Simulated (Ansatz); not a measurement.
GaN (zinc blende)

```xyz
2
Lattice="0.0000 2.2743 2.2743 2.2743 0.0000 2.2743 2.2743 2.2743 0.0000" Properties=species:S:1:pos:R:3 pbc="T T T"
N      3.4114     3.4114     3.4114
Ga     0.0000     0.0000     0.0000
```

In each cell atom 2 (Ga, nearest neighbour N at 1.970 Å; its periodic images, 3.2 Å or more away, move with it) moves by s·(-0.577, 0.577, 0.577) (towards the nearest neighbour), the rest being held.

Method: PBE (plane waves to 420 eV, PAW, scalar-relativistic; Ansatz, an electronic-structure program). k mesh 10×10×10 (Γ-centred), Fermi-Dirac smearing 0.05 eV. The energy includes the smearing's −TS. GaN was relaxed with its symmetry unable to fall. ΔE is measured from the undisplaced structure.

```json
[
 {"s (Å)": "-0.200", "ΔE (meV/cell)": "163"},
 {"s (Å)": "-0.160", "ΔE (meV/cell)": "112"},
 {"s (Å)": "-0.120", "ΔE (meV/cell)": "67"},
 {"s (Å)": "-0.080", "ΔE (meV/cell)": "32"},
 {"s (Å)": "-0.040", "ΔE (meV/cell)": "9"},
 {"s (Å)": "0.000", "ΔE (meV/cell)": "0"},
 {"s (Å)": "0.040", "ΔE (meV/cell)": "10"},
 {"s (Å)": "0.080", "ΔE (meV/cell)": "42"},
 {"s (Å)": "0.120", "ΔE (meV/cell)": "withheld"},
 {"s (Å)": "0.160", "ΔE (meV/cell)": "192"},
 {"s (Å)": "0.200", "ΔE (meV/cell)": "321"}
]
```

Q: Fit a polynomial form (powers 2, 3, 4) to the given rows and predict ΔE at s = 0.120.

A: Least squares on the 10 given rows: ΔE = (5733)·s² + (9854)·s³ + (7937)·s⁴, in meV/cell with s in Å; root-mean-square residual 0.2 meV/cell. At 0.120 the fit gives 101 meV/cell; the calculation gives 101 meV/cell, the same to the digits shown. The quadratic term alone would give 83 meV/cell.

(For displaced atoms, the force is minus the slope of the energy, and its curvature is a force constant, which sets phonon frequencies.)
